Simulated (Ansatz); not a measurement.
This run works on a generated trial structure, not on a known crystal.

Input and command of a plane-wave DFT calculation in Ansatz:

```yaml
crystal:
  lattice:
    - [5.13683387, 0.0, 0.0]
    - [0.0, 5.13683387, 0.0]
    - [0.0, 0.0, 6.11251727]
  atoms:
    - { symbol: V, position: [0.5, 0.5, 0.81023782], spin: 2.0 }
    - { symbol: Pd, position: [0.5, 0.5, 0.46165125] }
    - { symbol: Cl, position: [0.32495791, 0.0, 0.5790698] }
    - { symbol: Cl, position: [0.67504209, 0.0, 0.5790698] }
    - { symbol: Cl, position: [0.0, 0.32495791, 0.5790698] }
    - { symbol: Cl, position: [0.0, 0.67504209, 0.5790698] }
basis:
  ecutwfc: 420
kpoints:
  mp_grid: { grid: [3, 3, 2] }
hamiltonian:
  xc: pbe
scf:
  occupations: { method: gaussian, width: 0.15 }
  lower_state_search: "off"
output:
  forces: true
  stress: true
  eigenvalues: true
  populations: true
magnetization:
  spin_polarized: true
relax:
  adjacent_minimum: "off"
  f_tol: 0.08
  max_steps: 16
  cell: { stress_tol: 0.8 }
```

```bash
ansatz run input.yaml --threads 1 --pin off --max-ram 2560MiB --backend cpu --events-out ev --progress --plain --runs-dir out
```

Processor: Arm Neoverse V1, 1 thread, on a host shared with other jobs.

**Question.** Estimate time, memory and problem size.

**Answer.** About 3.9 min, peak memory 0.42 GiB. It solves 37 bands at 6 k points (after reduction by symmetry) with about 3795 plane waves (on the last cell), in 263 SCF iterations over 17 ionic steps, the closing evaluation included.
